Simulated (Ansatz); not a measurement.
Space group Pm-3m (No. 221). a = 3.654 Å, b = 3.654 Å, c = 3.654 Å, α = 90.00°, β = 90.00°, γ = 90.00°
```tsv
atom	site	symmetry	x	y	z
Cu	3c	4/mm.m	0.0000	0.5000	0.5000
Pd	1a	m-3m	0.0000	0.0000	0.0000
```

Equation of state of this Cu₃Pd structure (not necessarily the ground state), with shape and atoms relaxed at each volume where symmetry leaves them free. It has no gap at any of these volumes. Theory: DFT PBEsol, scalar-relativistic, plane waves, PAW (Ansatz 0.2.0).

Settings: cutoff 420 eV, Γ-centred mesh 12×12×12 on the computed 4-atom cell, Gaussian smearing of 0.10 eV; no spin polarisation.

```
V (Å³/atom) E − E(largest V) (meV/atom) P (GPa)
     11.463                         6.04    12.92
     11.829                       -15.15     5.88
     12.195                       -21.64     0.02
     12.561                       -15.91    -4.86
     12.927                         0.00    -8.90
```

Task: Fit a third-order Birch–Murnaghan equation to E(V).

Result: V0 = 12.19 Å³/atom, B0 = 178 GPa, B0' = 5.1.